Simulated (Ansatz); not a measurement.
Ansatz run, Ba$_{2}$ZrNiO$_{6}$

The input, for Ansatz 0.2.0 (plane waves, PAW):

```yaml
crystal:
  lattice:
    - [0.0, 5.653809, 0.0]
    - [5.653809, 0.0, 0.0]
    - [2.826905, 2.826905, -4.036491]
  atoms:
    - { symbol: Zr, position: [0.5, 0.5, 0.0] }
    - { symbol: Ni, position: [0.0, 0.0, 0.0] }
    - { symbol: O, position: [0.2277, 0.2861, 0.0] }
    - { symbol: O, position: [0.2861, 0.7723, 0.0] }
    - { symbol: O, position: [0.7723, 0.7139, 0.0] }
    - { symbol: O, position: [0.7139, 0.2277, 0.0] }
    - { symbol: O, position: [0.2571, 0.2571, 0.4858] }
    - { symbol: O, position: [0.7429, 0.7429, 0.5142] }
    - { symbol: Ba, position: [0.75, 0.25, 0.5] }
    - { symbol: Ba, position: [0.25, 0.75, 0.5] }
  symmetry: { tolerance: 0.0003 }
kpoints:
  mp_grid: { grid: [6, 6, 6], shift: [0, 0, 0] }
  band_path:
    path:
      - [0.0, 0.0, 0.0]
      - [0.5, 0.5, 0.5]
      - [0.5, 0.5, 0.75]
      - [0.5, 0.0, 0.5]
      - [0.0, 0.0, 0.0]
      - [0.0, 0.0, 0.5]
      - [0.25476396, 0.0, 0.62738198]
      - [0.74523604, 0.0, 0.37261802]
      - [0.0, 0.0, 0.0]
      - [0.5, 0.5, 0.5]
      - [0.74523604, 0.25476396, 0.5]
    npoints: 6
magnetization:
  spin_polarized: false
scf:
  occupations: { method: fermi_dirac }
  lower_state_search: "off"
  max_iter: 200
hamiltonian:
  pseudopotentials: { kind: paw }
  xc: r2scan
basis:
  ecutwfc: 500
  fft_grid_basis: typed
output:
  forces: true
  stress: true
  eigenvalues: true
  populations: true
  elf: true
  write_potential: true
  volumetric_format: npy
  dos:
    e_range: [-12, 8]
    de: 0.05
    projected: { site_lists: { Ba: [Ba], Ni: [Ni], O: [O], Zr: [Zr] } }
checkpoint:
  read: saved_state
```

The saved state is an earlier solution for the same cell, perhaps on another mesh. 

Excerpt of what it printed:

```
SCF iter   1: F=-25389.7689 eV  Δρ=3.55e-3  dr2=4.51e-3  dr2_τ=6.16e-3
SCF iter   2: F=-25389.7588 eV  Δρ=4.46e-3  dr2=1.50e-2  dr2_τ=6.34e-4  recentre
SCF iter   3: F=-25389.7711 eV  Δρ=2.41e-3  dr2=1.88e-3  dr2_τ=8.77e-4
SCF iter   4: F=-25389.7723 eV  Δρ=1.04e-3  dr2=1.12e-4  dr2_τ=1.96e-4
SCF iter   5: F=-25389.7724 eV  Δρ=1.21e-4  dr2=1.24e-5  dr2_τ=1.12e-6
SCF iter   6: F=-25389.7725 eV  Δρ=1.19e-4  dr2=1.28e-5  dr2_τ=3.29e-7
SCF iter   7: F=-25389.7725 eV  Δρ=3.66e-5  dr2=1.21e-6  dr2_τ=1.44e-7
SCF iter   8: F=-25389.7725 eV  Δρ=1.92e-5  dr2=2.63e-7  dr2_τ=3.35e-8
SCF iter   9: F=-25389.7725 eV  Δρ=6.77e-6  dr2=3.34e-8  dr2_τ=4.06e-9
Free energy (F): -25389.7725 eV
Harris-Foulkes:  -25389.7725 eV  (|F-HF|=1.76e-8)
Internal energy: -25389.7242 eV  (E = F + TS)
E sigma→0 (E₀):  -25389.7483 eV
Entropy (-TS):   -0.0483 eV (-4.832 meV/atom)
Fermi energy:    10.2841 eV
--- Per-component energies (eV) ---
  E_band       = -504.4427
  E_kinetic    = 2022.8478
  E_local      = -7854.8683  (includes V_loc(G=0)·N_el)
  E_nonlocal   = 1107.1096
  E_hartree    = 3165.4076
  E_xc         = -998.1464
  E_vxc        = -1268.7033  (∫ρ·V_xc dr)
  E_paw        = -16069.7978  (= ΣΔE_a)
  E_vpaw       = -917.4501  (= ΣTr[D̂ρ^β])
  E_aug_tail   = 0.0060  (compensation charges beyond the density's cutoff)
  E_vtau       = 75.7913  (kinetic-family band-sum trace: ∫τ·v_τ [+ j·A + Jᵃ·Aᵃ] dr)
  E_ewald      = -6761.7669
  E_core_change = -0.5156  (= ΣΔE_core)
  E_smearing   = -0.0483  (= −TS)
--- Forces (eV/Å), atoms counted from 1 ---
  atom   1  Zr     0.0000     0.0000     0.0000
  atom   2  Ni     0.0000     0.0000     0.0000
  atom   3  O     -3.2556    -2.8066     0.0000
  atom   4  O      2.8066    -3.2556     0.0000
  atom   5  O      3.2556     2.8066     0.0000
  atom   6  O     -2.8066     3.2556     0.0000
  atom   7  O      0.0000     0.0000    -4.2526
  atom   8  O      0.0000     0.0000     4.2526
  atom   9  Ba     0.0000     0.0000     0.0000
  atom  10  Ba     0.0000     0.0000     0.0000
--- Stress (GPa, compression-positive) ---
       10.4720       0.0000       0.0000
        0.0000      10.4720       0.0000
        0.0000       0.0000      11.0231
  P = ⅓ Tr σ = 10.6557 GPa (106.557 kbar)
--- Löwdin populations: 10 sites ---
  site symbol       q [e]
     0     Zr     10.8682
     1     Ni     16.7531
     2      O      6.8716
     3      O      6.8716
     4      O      6.8716
     5      O      6.8716
     6      O      6.8750
     7      O      6.8750
     8     Ba      8.2007
     9     Ba      8.2007
  spilling = 0.0086 (of n_electrons = 86.0000)
```

Total energies depend on the potentials used, so only differences within one code and one set of settings carry meaning.

Origin: a known structure type with other elements, at an estimated volume, so it need not be a known compound. Caveats: no spin polarisation, so a magnetic state may lie lower; atoms or cell far from equilibrium.
